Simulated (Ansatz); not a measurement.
SrTiO3 (cubic perovskite, Pm-3m) under volume change, plane-wave PAW HSE06 (Ansatz code), scaled uniformly.

| V (Å³/atom) | E − E(relaxed) (meV/atom) | P (GPa) |
|---|---|---|
| 10.752 | 68.6 | 22.44 |
| 11.106 | … | … |
| 11.461 | 6.9 | 6.34 |
| 11.815 | 0.0 | 0.03 |
| 12.170 | 6.0 | -5.35 |
| 12.524 | 23.1 | -9.94 |
| 12.879 | … | … |

**Question.** What belongs in the gaps?

**Answer.** 
- 11.106, E − E(relaxed) (meV/atom): 28.9
- 11.106, P (GPa): 13.75
- 12.879, E − E(relaxed) (meV/atom): 49.5
- 12.879, P (GPa): -13.85

**Question.** What does a third-order Birch–Murnaghan fit give for V₀, B₀ and B′?

**Answer.** V₀ = 11.82 Å³/atom, B₀ = 194 GPa, B′ = 4.3.

Symmetry was held in the HSE06 relaxation. The run is not spin-polarised. Spin–orbit coupling is left out wherever it is not named.

Potentials: the earlier of the program's two PAW sets.
